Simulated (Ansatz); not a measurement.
MgSe:
```yaml
crystal:
  lattice:
    - [0.00000, 2.73611, 2.73611]
    - [2.73611, 0.00000, 2.73611]
    - [2.73611, 2.73611, 0.00000]
  atoms:
    - { symbol: Se, position: [0.00000, 0.00000, 0.00000] }
    - { symbol: Mg, position: [0.50000, 0.50000, 0.50000] }
```

Relaxed with r²SCAN.

Q: Give the Bader charges and basin volumes of the independent atoms, DFT-r²SCAN in the program Ansatz with PAW potentials.

A: 

```json
[
 {"atom": "Se1", "Bader charge (e)": "-1.69", "Bader volume (Å³)": "34.9"},
 {"atom": "Mg2", "Bader charge (e)": "+1.69", "Bader volume (Å³)": "6.1"}
]
```

Space group Fm-3m (rock salt). The r²SCAN relaxation kept the symmetry of its start.

Potentials: the later of the program's two PAW sets.
